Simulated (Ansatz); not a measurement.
TiHg: zone-centre modes under pressure

TiHg, P4/mmm, a = 2.942 Å, c = 4.003 Å. The structure is a COD entry; whether it is the stable form wasn't checked. Ansatz: LDA, PAW, 420 eV, Γ-centred 14×14×10 mesh on 2 atoms, Fermi-Dirac smearing 0.15 eV; no spin polarisation. Cell and atoms are relaxed at each pressure with the symmetry kept; optical modes at Γ by linear response, in cm⁻¹, matched by rank (the highest 2 distinct ones).

| P (GPa) | V (Å³/atom) | ω1 | ω2 |
| --- | --- | --- | --- |
| 0 | 17.330 | 154.4 | 206.9 |
| 8 | 16.446 | ? | ? |
| 25 | 15.146 | 201.2 | 275.5 |

Q: Get each mode's Grüneisen parameter γ = −d ln ω/d ln V from the other rows and predict the missing frequencies.

A: ln(V/V0) = 0.0000, -0.0524, -0.1347; a line through ln(ω/ω0) of the 2 known rows gives ω1: γ = 1.965, predicted 171.1, computed 172.4; ω2: γ = 2.126, predicted 231.3, computed 232.6. The worst miss is 0.7 %, or 7 % of the shift under pressure, so a constant γ serves at that level. In a metal these frequencies hang on the mesh and smearing.

The mesh isn't the same in all rows (14×14×10, 16×16×12). Spin–orbit coupling is left out, which can shift energies with elements as heavy as these.